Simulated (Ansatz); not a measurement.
**Equation of state of HfOs from a dense series**

```
CELL_PARAMETERS angstrom
3.23900 0.00000 0.00000
0.00000 3.23900 0.00000
0.00000 0.00000 3.23900
ATOMIC_POSITIONS crystal
Hf 0.00000 0.00000 0.00000
Os 0.50000 0.50000 0.50000
```

Atom numbers follow the list: Hf1, Os2.

The cell comes from COD entry 1523505, which wasn't checked; take it as a given geometry.

Spin–orbit coupling is left out, though it moves levels of the heavy atoms by tenths of an eV or more.

The calculation used DFT, PBEsol, all-electron LAPW, scalar-relativistic in Ansatz 0.2.0.

The runs use a Γ-centred 10×10×10 k mesh, Fermi–Dirac smearing of 0.05 eV, basis error target 1 meV/atom, no spin polarisation.

The cell is scaled evenly. Fractional coordinates are held (clamped ions).

```
V (Å³/atom)  P (GPa)
     15.971    12.22
     16.311     6.35
     16.651     1.13
     16.820    -1.26
     16.990    -3.53
     17.160    -5.68
     17.330    -7.71
     18.010   -14.92
```

(1) Fit a third-order Birch–Murnaghan curve to the pressures.

(2) Predict the pressure at the withheld volume, 17.670 Å³/atom.

Results:

(1) P = (3B0/2)(y^(7/2) − y^(5/2))[1 + (3/4)(B0′ − 4)(y − 1)] with y = (V0/V)^(2/3) fits within 0.03 GPa for V0 = 16.731 Å³/atom, B0 = 237.3 GPa and B0′ = 4.34.

(2) There y = 0.9642, so the fit gives -11.51 GPa; the run gave -11.49 GPa.
